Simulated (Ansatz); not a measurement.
# LiPS₃: gradients before and after relaxing the atoms

Start: an entry of the Crystallography Open Database (COD).

Space group C2/m (No. 12); a = 11.1156, b = 7.0070, c = 6.5251 Å, β = 125.57°.

```
site  Wyckoff  site symmetry       x       y       z
  Li       4g              2  0.5000  0.7407  0.0000
   P       4i              m  0.1539  0.0000  0.5806
  S5       4h              2  0.5000  0.2788  0.5000
  S7       4i              m  0.1978  0.0000  0.3261
  S9       4i              m  0.3192  0.0000  0.9385
```

One atom of each set is listed; the run and its k-mesh use a cell of 10 atoms with edges of 6.57, 6.57, 6.53 Å.

Method: Kohn–Sham DFT in Ansatz, PBE, plane waves and PAW, scalar-relativistic, 420 eV cutoff, Γ-centred 5×5×5 k-points, Fermi–Dirac smearing 0.02 eV.

The largest force at the start is 0.77 eV/Å. Relaxing the ions at fixed cell moves them by 0.044 Å at most (atom 7, S) and 0.027 Å rms. End positions:

Li (0.5000, 0.7408, 0.0000)
P (0.1535, 0.0000, 0.5781)
S5 (0.5000, 0.2759, 0.5000)
S7 (0.1972, 0.0000, 0.3187)
S9 (0.3228, 0.0000, 0.9408)

```tsv
site	moved (Å)	first shell before	first shell after	V_zz before (10²¹ V/m²)	η before
Li	0.001	4 S at 2.56–2.60 Å	4 S at 2.54–2.58 Å	0.17	0.10
P	0.015	4 S at 1.96–2.14 Å	4 S at 1.99–2.15 Å	-4.33	0.58
S5	0.020	2 P at 2.14 Å, angle 87°	2 P at 2.15 Å, angle 86°	-20.1	0.64
S7	0.044	1 P at 1.98 Å	1 P at 2.01 Å	18.72	0.07
S9	0.033	1 P at 1.96 Å	1 P at 1.99 Å	18.64	0.14
```

Question: How do the gradients change?

Answer: 

```tsv
site	V_zz after	η after	change of V_zz
Li	0.18	0.08	+0.01
P	-4.02	0.60	+0.31
S5	-20.7	0.59	-0.62
S7	19.78	0.06	+1.06
S9	19.94	0.12	+1.30
```

The largest change of V_zz is on S9, from 18.64 to 19.94. In per cent, |V_zz| changes by -7 on P, +3 to +7 on S (all sites that start above 0.5).

With these PAW files V_zz is typically within 2 to 3 % of all-electron values, but misses above 10 % occur on Li.
